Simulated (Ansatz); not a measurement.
Consider the following.

BeS in space group P6_422 (No. 181; Be on 3c, S on 3d), a = b = 3.424 Å, c = 7.746 Å, α = β = 90.00°, γ = 120.00°.

This is the PBEsol-relaxed structure.

Task: All from DFT-PBEsol in the program Ansatz with PAW potentials, unless another level is named. Predict the zero-point energy.

Result: 68.1 meV/atom.

Task: Next, the highest zone-centre frequency (without LO–TO term)?

Result: 633 cm⁻¹.

Task: Predict the Debye temperature from the elastic constants.

Result: 726 K.

Task: And the vibrational entropy at 300 K?

Result: 16.4 J/(K·mol of atoms).

The start of the workflow was typed in or built on a structure type; neither database checked (COD, Materials Project) lists it. COD files the formula under space group No. 216, so this cell is another polymorph or a model. Whether it is the stable phase at ambient conditions was not checked. The PBEsol relaxation kept the symmetry of its start; phonons on a q-mesh show no instability.

Potentials: the later of the program's two PAW sets.
